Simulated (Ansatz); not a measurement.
**TiC (Fm-3m), a vibration from a frozen displacement**

These are results of DFT LDA, scalar-relativistic, plane waves, PAW in Ansatz, not measurements. Settings: plane waves to 420 eV, k-mesh 18×18×18 (Γ-centred), Gaussian smearing 0.15 eV. No spin polarisation. Energies are free energies at this smearing, counted from the undisturbed cell; pressure is positive in compression.

The undisturbed cell (as given, not relaxed at this level; it stands at -12.0 GPa):

```
Ti C
1.0
     0.00000    2.16400    2.16400
     2.16400    0.00000    2.16400
     2.16400    2.16400    0.00000
Ti C
1 1
Direct
  0.00000 0.00000 0.00000
  0.50000 0.50000 0.50000
```

Every Ti atom is moved by x along the Cartesian unit vector (0.000, 0.000, -1.000); the cell and all other atoms stay fixed. The cell's volume is 20.27 Å³; the moved atoms weigh 47.867 u together and the others 12.011 u.

```
  x (Å)  ΔE (meV/cell) total force on the moved atoms along the move (eV/Å) pressure (GPa)
-0.2000         178.77                                                1.8938         -7.1710
-0.1000          44.13                                                0.8691        -10.8613
 0.0000           0.00                                                0.0000        -12.0416
 0.0500          11.18                                               -0.4458        -11.7484
 0.1500          98.72                                               -1.3283         -9.3453
```

Q: What frequency belongs to this motion?

A: The force constant is k = −dF/dx = 8.841 eV/Å², from the parabola through x = -0.1000, 0 and 0.0500. In every cell the moved atoms swing against the rest, so the mass is μ = m₁m₂/(m₁ + m₂) = 9.602 u, and ν̃ = 521.5 cm⁻¹ × √(|k|/μ) = 500 cm⁻¹, at this cell's pressure of -12.0 GPa. To first order in x, and within 1 %, the force on every atom lies along the move and, within each of the two groups, in proportion to the atom's mass, so this is itself a mode at the zone centre of this cell.

Q: How far does the harmonic law reach?

A: At x = -0.200 Å, kx²/2 = 176.82 meV against the computed 178.77 meV (+1.1 %): the well is still close to harmonic there.

In a metal these slopes depend on the k mesh and the smearing.